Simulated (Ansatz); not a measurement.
Level of theory: DFT PBE, scalar-relativistic, plane waves, PAW (Ansatz 0.2.0). All cells share a 420 eV cutoff and Γ-centred k meshes spaced at most about 0.3 Å⁻¹ (about 0.25 or finer for metals, 2π included). No spin polarisation in the final relaxations.

Temperature and zero-point effects are left out.

Compare these two cells of ZnCd₅O₆, each relaxed at this level.

A.

```
Zn Cd O
1.0
     3.38046    0.00000    0.00000
     0.00000   13.85550    0.00000
     0.00000    0.00000    3.38768
Zn Cd O
1 5 6
Direct
  0.50000 0.00000 0.42451
  0.00000 0.50000 0.99685
  0.50000 0.67199 0.49609
  0.00000 0.84057 0.98755
  0.00000 0.15943 0.98755
  0.50000 0.32801 0.49609
  0.00000 0.67076 0.99798
  0.50000 0.84652 0.50820
  0.00000 0.00000 0.09993
  0.50000 0.15348 0.50820
  0.00000 0.32924 0.99798
  0.50000 0.50000 0.49723
```

B.

```
Zn Cd O
1.0
     3.34317    0.00000    0.00000
     0.00000    3.34317    0.00000
     0.00000    0.00000   14.02396
Zn Cd O
1 5 6
Cartesian
  1.6716 1.6716 7.0120
  0.0000 0.0000 0.0000
  1.6716 1.6716 2.4164
  0.0000 0.0000 4.7824
  0.0000 0.0000 9.2415
  1.6716 1.6716 11.6076
  0.0000 0.0000 2.3985
  1.6716 1.6716 4.8796
  0.0000 0.0000 7.0120
  1.6716 1.6716 9.1444
  0.0000 0.0000 11.6255
  1.6716 1.6716 0.0000
```

Task: Which form is favoured at zero pressure, and by what margin per atom?

Result: A is lower, by 8 meV/atom. A has Zn and Cd ordered on rock salt sites, space group Pmm2 (No. 25), 13.2 Å³/atom and no gap on its mesh; B has Zn and Cd ordered on rock salt sites, space group P4/mmm (No. 123), 13.1 Å³/atom and no gap. Counting O atoms around Cd and Zn (those within 1.25 times the shortest such distance or 1.15 times the sum of covalent radii, 1.27 where that leaves under three; a plus sign parts nearer from farther groups), A has Zn 4, Cd 6 and B has Zn 2+4, Cd 6. Both come from invented guesses.

The k mesh leaves some 4 meV/atom of noise in the energy of each metallic cell. The zero gap of Pmm2, P4/mmm may come from the functional, which often closes small gaps. Cells relaxed within their symmetry can be saddle points. The Pmm2 cell of ZnCd5O6 came from shaking the P4/mmm one.
